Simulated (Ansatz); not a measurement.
**Electrostatic potentials at the B nuclei in La2B6Rh9**

Cell: a computed structure from the Materials Project (it need not be an observed phase).

Space group P6/mmm (No. 191); a = 5.6573, c = 8.5167 Å, γ = 120.00°.

```csv
site,Wyckoff,site symmetry,x,y,z
La,2e,6mm,0.0000,0.0000,0.7136
B3,2c,-6m2,0.6667,0.3333,0.0000
B5,4h,3m.,0.6667,0.3333,0.6660
Rh9,6i,2mm,0.5000,0.5000,0.8369
Rh15,3g,mmm,0.5000,0.5000,0.5000
```

One atom of each set is listed.

Computed with Ansatz: DFT, PBE, plane waves and PAW, scalar-relativistic, 420 eV cutoff, Γ-centred 6×6×4 k-points, Fermi–Dirac smearing 0.05 eV.

The potential at a nucleus is that of all electrons and the other nuclei. A higher potential binds the core electrons more strongly, so differences between sites of one element are the initial-state part of core-level shifts.

(1) Rank the B sites by the potential at the nucleus, lowest first, and give each against the lowest.
A. B3: 6 Rh at 2.14 Å
B. B5: 6 Rh at 2.16–2.19 Å

## Answers

(1) A (0.00 V), B (0.31 V).
